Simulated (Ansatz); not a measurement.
**HfC (rock salt): scan of one atom of the cell**

HfC (rock salt)

```xyz
2
Lattice="0.0000 2.3036 2.3036 2.3036 0.0000 2.3036 2.3036 2.3036 0.0000" Properties=species:S:1:pos:R:3 pbc="T T T"
C      0.0000     0.0000     0.0000
Hf     2.3036     2.3036     2.3036
```

In each cell atom 2 (Hf, nearest neighbour C at 2.304 Å; its periodic images, 3.3 Å or more away, move with it) moves by s·(0.000, 0.000, 1.000) (along Cartesian z), the rest being held.

These are PBEsol (plane waves to 420 eV, PAW, scalar-relativistic; Ansatz, a quantum-chemistry and plane-wave program) values and carry that method's errors. k mesh 14×14×14 (Γ-centred), Fermi-Dirac smearing 0.05 eV. E stands for the smeared free energy. Stress and pressure are positive under compression. Left out: 4 of 11 points, with atoms too close for the PAW data. With partly filled bands, energies and forces of such displacements shift with the k mesh and the smearing. F∥ is the force on the atom along that direction. HfC is run without spin polarisation. HfC was relaxed with its symmetry unable to fall. Spin-orbit coupling is left out, though Hf is heavy. ΔE is measured from the undisplaced structure.

```json
[
 {"s (Å)": "-0.414", "ΔE (meV/cell)": "990", "F∥ (eV/Å)": "6.268", "P (GPa)": "19.2"},
 {"s (Å)": "-0.276", "ΔE (meV/cell)": "363", "F∥ (eV/Å)": "3.093", "P (GPa)": "7.9"},
 {"s (Å)": "-0.138", "ΔE (meV/cell)": "80", "F∥ (eV/Å)": "1.169", "P (GPa)": "1.8"},
 {"s (Å)": "0.000", "ΔE (meV/cell)": "0", "F∥ (eV/Å)": "0.000", "P (GPa)": "-0.1"},
 {"s (Å)": "0.138", "ΔE (meV/cell)": "80", "F∥ (eV/Å)": "-1.169", "P (GPa)": "1.8"},
 {"s (Å)": "0.276", "ΔE (meV/cell)": "363", "F∥ (eV/Å)": "-3.093", "P (GPa)": "7.9"},
 {"s (Å)": "0.414", "ΔE (meV/cell)": "990", "F∥ (eV/Å)": "-6.268", "P (GPa)": "19.2"}
]
```

What the scan shows:

The energy at s = 0.414 Å comes out as 990 meV/cell and the force along the line at s = -0.414 Å is 6.27 eV/Å. The force constant k = d²E/ds² at s = 0 (finite differences) is 7.56 eV/Å² and the zone-centre optical wavenumber from k is 427 cm⁻¹. Symmetry of the curve: even: the same for both signs. Shape of the curve: a single well with its minimum at or next to zero displacement. Harmonic estimate at the end of the scan: ½ks² = 648 meV/cell against the computed 990 meV/cell, so the well is stiffer than harmonic there.

(A displaced cell: forces are minus the slopes of the energy, force constants its curvatures, and phonons follow from these.)
